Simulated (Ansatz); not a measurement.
## SiC: Core-level photoemission

Cell: a structure deposited in the COD, ions relaxed with PBE at fixed cell, repeated to a supercell; a hole's nearest image is 6.2 Å away.

Space group P6_3mc (No. 186); a = 3.0760, c = 5.0480 Å, γ = 120.00°.

```csv
site,Wyckoff,site symmetry,x,y,z
Si1,2b,3m.,0.3333,0.6667,0.9955
C17,2b,3m.,0.3333,0.6667,0.6195
```

One atom of each set is listed; the run and its k-mesh use a cell of 32 atoms with edges of 6.15, 6.15, 10.10 Å.

All values are calculated (Ansatz; DFT, PBE, plane waves and PAW, scalar-relativistic, 420 eV cutoff, Γ-centred 4×4×2 k-points, fixed occupations), not measured.

Each value is a total-energy difference between the cell with one core hole and the ground state (ΔSCF), counted from the top of the valence band. The valence electrons get no spin in the cell with the hole, so they can't polarise against the unpaired core electron; that puts absolute values high, by some tenths of an eV and in some cases by about 1 eV. The periodic images are corrected with the calculated ε∞ = 6.90, 6.90, 7.28.

(1) What binding energies does the calculation give for Si 2p, C 1s?

Absolute PBE values can be off by an eV or more. Multiplets, satellites and widths aren't calculated.

## Answers

(1) 

```csv
line,atom,first shell,E_B (eV),j = l + ½ / j = l − ½ (eV)
Si 2p,1,4 C at 1.88–1.90 Å,99.6,99.3 / 100.0
C 1s,17,4 Si at 1.88–1.90 Å,281.4,–
```

For p, d and f shells E_B is the weighted mean of the two lines, whose splitting comes from the free atom's Dirac orbitals.
